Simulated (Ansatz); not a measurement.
# TiAu: computed property card

TiAu:
```
TiAu
1.0
    3.24152     0.00000     0.00000
    0.00000     3.24152     0.00000
    0.00000     0.00000     3.24152
Au Ti
1 1
Cartesian
  0.00000   0.00000   0.00000
  1.62076   1.62076   1.62076
```

Space group Pm-3m (No. 221), CsCl type; conventional cell a = b = c = 3.242 Å, α = β = γ = 90.00°.

Method: DFT-r²SCAN in the program Ansatz with PAW potentials. Structure relaxed to zero pressure with the same functional. Other levels are named where they apply.

Cell and energy:

Volume per atom: 17.03 Å³
Density: 11.94 g/cm³
Formation energy from the elements (no fitted shifts): -313 meV/atom

Electronic structure:

- Electronic character = metallic (no gap)
- Density of states at the Fermi level = 2.0 states/eV per atom (mean over ±0.08 eV)
- Gap with spin–orbit coupling = none (metallic)

Mechanics:

- Bulk modulus (Birch–Murnaghan fit): 156 GPa
- Pressure derivative B′: 4.7

Charges:

Bader charges: Au -1.48, Ti +1.48 e

The workflow started from an entry of the Crystallography Open Database (COD). Its standing as an ambient phase is unchecked. The cell was relaxed with r²SCAN under the symmetry of its start; its stability against distortions is not shown here. No spin polarisation was allowed. The references are the lowest solids computed at this level, not always the standard phases. Spin–orbit coupling is left out wherever it is not named.

Potentials: the later of the program's two PAW sets.
